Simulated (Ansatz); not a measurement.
A relaxation computed with Ansatz, from input to last step.

```yaml
crystal:
  lattice:
    - [2.670484109, 0.0, 0.0]
    - [-1.3352420545, 2.3127070788, 0.0]
    - [0.0, 0.0, 4.8066144473]
  atoms:
    - { symbol: Zn, position: [0.3333333333, 0.6666666667, 0.25] }
    - { symbol: Zn, position: [0.6666666667, 0.3333333333, 0.75] }
basis:
  ecutwfc: 420
kpoints:
  mp_grid: { grid: [24, 24, 12] }
hamiltonian:
  xc: pbesol
scf:
  occupations: { method: gaussian, width: 0.1 }
output:
  forces: true
  stress: true
  eigenvalues: true
relax:
  adjacent_minimum: "off"
  f_tol: 0.008
  max_steps: 40
  cell: { stress_tol: 0.015, fix: [a, b, gamma] }
```

```bash
ansatz run input.yaml --threads 1 --pin off --max-ram 2560MiB --backend cpu --events-out ev --progress --plain --runs-dir out
```

Computed with DFT PBEsol, scalar-relativistic, plane waves, PAW in Ansatz.

Of 9 frames 8 are shown, positions in Å and forces in eV/Å; the SCF threshold varies from step to step. Steps run on the plane waves of an earlier cell, with a Pulay correction in the pressure. The basis is chosen afresh for the last frame, the zero of the energies, and at times for earlier ones too; energy and pressure can step there, also at an unchanged geometry. Where two frames share a geometry here, they differ by under 2 meV/atom and 0.3 GPa.

```xyz
2
Lattice="2.6705 0.0000 0.0000 -1.3352 2.3127 0.0000 0.0000 0.0000 4.8066" Properties=species:S:1:pos:R:3:forces:R:3 pbc="T T T" step=1 free_energy_over_end_meV_per_atom=7.52 pressure_GPa=-4.27
Zn    0.0000    1.5418    1.2017    0.0000    0.0000    0.0000
Zn    1.3352    0.7709    3.6050    0.0000    0.0000    0.0000
2
Lattice="2.6705 0.0000 0.0000 -1.3352 2.3127 0.0000 0.0000 0.0000 4.7362" Properties=species:S:1:pos:R:3:forces:R:3 pbc="T T T" step=2 free_energy_over_end_meV_per_atom=4.19 pressure_GPa=-3.40
Zn    0.0000    1.5418    1.1841    0.0000    0.0000    0.0000
Zn    1.3352    0.7709    3.5522    0.0000    0.0000    0.0000
2
Lattice="2.6705 0.0000 0.0000 -1.3352 2.3127 0.0000 0.0000 0.0000 4.5019" Properties=species:S:1:pos:R:3:forces:R:3 pbc="T T T" step=3 free_energy_over_end_meV_per_atom=0.00 pressure_GPa=0.31
Zn    0.0000    1.5418    1.1255    0.0000    0.0000    0.0000
Zn    1.3352    0.7709    3.3764    0.0000    0.0000    0.0000
2
Lattice="2.6705 0.0000 0.0000 -1.3352 2.3127 0.0000 0.0000 0.0000 4.5657" Properties=species:S:1:pos:R:3:forces:R:3 pbc="T T T" step=4 free_energy_over_end_meV_per_atom=-0.37 pressure_GPa=-0.86
Zn    0.0000    1.5418    1.1414    0.0000    0.0000    0.0000
Zn    1.3352    0.7709    3.4243    0.0000    0.0000    0.0000
2
Lattice="2.6705 0.0000 0.0000 -1.3352 2.3127 0.0000 0.0000 0.0000 4.5550" Properties=species:S:1:pos:R:3:forces:R:3 pbc="T T T" step=5 free_energy_over_end_meV_per_atom=-0.42 pressure_GPa=-0.67
Zn    0.0000    1.5418    1.1388    0.0000    0.0000    0.0000
Zn    1.3352    0.7709    3.4163    0.0000    0.0000    0.0000
2
Lattice="2.6705 0.0000 0.0000 -1.3352 2.3127 0.0000 0.0000 0.0000 4.5535" Properties=species:S:1:pos:R:3:forces:R:3 pbc="T T T" step=6 free_energy_over_end_meV_per_atom=-0.42 pressure_GPa=-0.65
Zn    0.0000    1.5418    1.1384    0.0000    0.0000    0.0000
Zn    1.3352    0.7709    3.4152    0.0000    0.0000    0.0000
2
Lattice="2.6705 0.0000 0.0000 -1.3352 2.3127 0.0000 0.0000 0.0000 4.5535" Properties=species:S:1:pos:R:3:forces:R:3 pbc="T T T" step=7 free_energy_over_end_meV_per_atom=0.00 pressure_GPa=-0.67
Zn    0.0000    1.5418    1.1384    0.0000    0.0000    0.0000
Zn    1.3352    0.7709    3.4152    0.0000    0.0000    0.0000
2
Lattice="2.6705 0.0000 0.0000 -1.3352 2.3127 0.0000 0.0000 0.0000 4.5506" Properties=species:S:1:pos:R:3:forces:R:3 pbc="T T T" step=9 free_energy_over_end_meV_per_atom=0.00 pressure_GPa=-0.62
Zn    0.0000    1.5418    1.1376    0.0000    0.0000    0.0000
Zn    1.3352    0.7709    3.4129    0.0000    0.0000    0.0000
```

Time: 93 s on 1 thread of Intel(R) Xeon(R) Platinum 8259CL CPU @ 2.50GHz (Skylake/Cascade Lake), on a shared host, peak memory 0.54 GiB.